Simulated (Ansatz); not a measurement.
**Pd (diamond): energy against volume**

Level of theory: DFT, r2SCAN, plane waves (500 eV) with PAW, scalar-relativistic (Ansatz 0.2.0). (PAW data from PBE, frozen cores regenerated.)

The cell is scaled uniformly from the relaxed one, with fractional coordinates and shape fixed. Energies are extrapolated to zero smearing, pressures are those at the given smearing. Magnetic state: spin not included. It is not the lowest magnetic state of this structure.

A Birch-Murnaghan fit gives V₀ = 23.62 Å³/atom, B₀ = 77 GPa, B₀′ = 5.3.

**Question.** What are the energy above the minimum and the pressure at 20.796 Å³/atom?

**Answer.** 105.5 meV/atom and 13.84 GPa as computed.

**Question.** What are the energy above the minimum and the pressure at 21.741 Å³/atom?

**Answer.** 42.6 meV/atom and 8.06 GPa as computed.

**Question.** What are the energy above the minimum and the pressure at 26.467 Å³/atom?

**Answer.** 64.9 meV/atom and -6.40 GPa as computed.
